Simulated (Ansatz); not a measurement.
A structure of Bi2Se3 relaxed with PBEsol (plane waves to 420 eV, PAW, scalar-relativistic; Ansatz, a program for electronic structure); single points at other levels follow on the same geometry (Ansatz, PAW; HSE06 at 420 eV on a 6×6×6 k-mesh; no spin-orbit coupling). Space group R-3m (No. 166).

Space group R-3m, hexagonal axes (No. 166); a = b = 4.132 Å, c = 28.543 Å, α = β = 90.00°, γ = 120.00°

```
atom  site  symmetry       x       y       z
----  ----  --------  ------  ------  ------
Bi      6c        3m  0.0000  0.0000  0.4004
Se      3a       -3m  0.0000  0.0000  0.0000
Se      6c        3m  0.0000  0.0000  0.2114
```
(The calculation used a cell of 5 atoms; values per cell refer to that cell.)

| level | gap (eV) | kind | conduction minimum |
|---|---|---|---|
| PBEsol | 0.11 | direct | Γ |
| HSE06 | ? | – | ? |

Problem. What belongs in the gaps?

Solution. 
- HSE06, gap (eV): 0.62
- HSE06, conduction minimum: Γ

No spin polarisation in the result.

The run could not lose the symmetry of its start; a randomly shaken copy of 5 atoms returns to this structure.
